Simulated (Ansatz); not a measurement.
**From a trial cell to the properties of CrB-type HfN**

The computed numbers are results of PBEsol, scalar-relativistic (no spin polarisation) in the plane-wave PAW code Ansatz at 420 eV, Γ-centred 10×10×10 mesh, 0.05 eV Gaussian smearing. The datasets are Ansatz's generated set soft_2.

This is a trial structure; measured cells of the compound in the Crystallography Open Database are in space group Fm-3m (rock salt).

Starting cell:

```
Hf N
1.0
     1.55367   -4.10564    0.00000
     1.55367    4.10564    0.00000
     0.00000    0.00000    3.06186
Hf N
2 2
Cartesian
  1.5537 -2.9130 0.7655
  1.5537 2.9130 2.2964
  1.5537 -0.5255 0.7655
  1.5537 0.5255 2.2964
```

The steps in volume:

```tsv
run	level	k-mesh	kind	V (Å³/atom)	P (GPa)	E − E(final) (meV/atom)	gap on the mesh (eV)
1	PBEsol	10×10×10	cell and atoms relaxed	13.11	-0.1	0.0	metal
2	PBEsol	10×10×10	cell and atoms relaxed	13.11	0.0	0.0	metal
```

The final structure (symmetry read at 0.01 Å). It takes space group Cmcm (No. 63, orthorhombic). The conventional cell has a = 3.154 Å, b = 10.801 Å, c = 3.079 Å, α = 90.00°, β = 90.00°, γ = 90.00°. Around Hf (site symmetry m2m) lie 5 N at 2.20 to 2.21 Å. N (site symmetry m2m) has 5 Hf at 2.20 to 2.21 Å as nearest neighbours. (Neighbours are counted to 15 % beyond the shortest distance.)

At the final geometry the gap, band path included, is zero (metallic). Against the elements' standard states, run alike and uncorrected, the formation energy is -1.52 eV/atom. The runs in the table took roughly 12 core-minutes.

**What lies behind the numbers.**

A formal count (Hf⁴⁺, N³⁻) leaves 1 electron a formula unit beyond the anions' closed shells. It goes into the bands above the anion p states, which fits the metal found.

No spin–orbit coupling, a notable omission for heavy elements.
